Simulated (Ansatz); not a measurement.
**Relaxing a structure of Sr**

The start is a relaxed Sr cell, doubled along one cell vector, shaken by Gaussian noise of σ = 0.08 Å a coordinate. The structure is fully relaxed (lattice and positions, P = 0) with r2SCAN (plane waves to 500 eV, PAW, scalar-relativistic; Ansatz, an electronic-structure program). The first steps use a coarse 5×10×10 k-mesh.

Initial structure:
```
Sr
1.0
   -4.81284     4.81284     4.81284
    2.40642    -2.40642     2.40642
    2.40642     2.40642    -2.40642
Sr
2
Direct
  0.00460   0.99158   0.99177
  0.49822   0.00345   0.00362
```

**Question.** How much energy is released per atom?

**Answer.** Under 0.01 eV/atom.

**Question.** Is the relaxed structure metallic? Give its gap.

**Answer.** No gap (metallic).

The end point of the relaxation:

```cif
data_Sr2
_chemical_formula_sum 'Sr2'
_space_group_name_H-M_alt 'Im-3m'
_space_group_IT_number 229
_space_group_name_Hall '-I 4 2 3'
_cell_length_a 4.81345
_cell_length_b 4.81345
_cell_length_c 4.81345
_cell_angle_alpha 90.000
_cell_angle_beta 90.000
_cell_angle_gamma 90.000
loop_
_atom_site_label
_atom_site_type_symbol
_atom_site_symmetry_multiplicity
_atom_site_Wyckoff_symbol
_atom_site_fract_x
_atom_site_fract_y
_atom_site_fract_z
_atom_site_occupancy
Sr1 Sr 2 a 0.00000 0.00000 0.00000 1
```
(The calculation used a cell of 1 atom; values per cell refer to that cell.)

Final values are on a 14×14×14 k-mesh of the relaxed cell. No spin polarisation in the result.

The run could not lose the symmetry of its start.

The relaxed structure has the type that Sr is known to take under pressure; here it was relaxed at zero pressure, from a generated start.
